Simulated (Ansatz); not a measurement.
Below is a relaxed structure of Sn4Se3S. The cell was found from a structure generator's guess, not taken from experiment.

Computed with DFT PBE, scalar-relativistic, plane waves, PAW in Ansatz 0.2.0. Cutoff 420 eV, Γ-centred mesh, Gaussian smearing, no spin polarisation.

```xyz
8
Lattice="4.2462 0.0000 0.0000 0.0000 6.0142 0.0000 0.0000 0.0000 8.4963" Properties=species:S:1:pos:R:3 pbc="T T T"
Sn    0.0000    0.0000    0.0000
Sn    2.1231    3.0071    2.0541
Sn    0.0000    0.0000    4.2482
Sn    2.1231    3.0071    6.4423
Se    2.1231    0.0000    2.1172
Se    0.0000    3.0071    4.2482
Se    2.1231    0.0000    6.3791
S     0.0000    3.0071    0.0000
```

Formation energies are uncorrected and refer to the elements' standard structures at the same level. The references include grey tin.

Question: What space group does it have?

Answer: Pmmm (No. 47), with Se and S ordered on rock salt sites. Conventional cell: a = 4.246 Å, b = 6.014 Å, c = 8.496 Å. Around Sn on a site of symmetry mmm lie 4 Se at 3.00 Å and 2 S at 3.01 Å; Sn on a site of symmetry mm2 has 2 S at 2.95 Å and 4 Se at 3.01–3.05 Å; Se on a site of symmetry mm2 has 6 Sn at 3.00–3.01 Å; S is surrounded by 6 Sn at 2.95–3.01 Å; 2 more sites not described.

Question: What is its formation energy per atom?

Answer: −0.423 eV/atom. Whether it is stable depends on the other phases of the system, which aren't compared here.

Question: Is it a metal?

Answer: No, the gap on the 8×6×4 mesh is 0.32 eV.

The last run used an 8×6×4 mesh (in the run's order of axes) for its 8-atom cell and Gaussian smearing of 0.02 eV. Kohn–Sham gaps at this level usually fall short of measured ones. The reference forms of S and Se are held partly by dispersion forces, which this level lacks. Small gaps are read on the mesh alone, and bands can cross between its points. A later test with randomly moved atoms led to a structure 11 meV/atom lower, so this end is a saddle point or a shallow minimum.
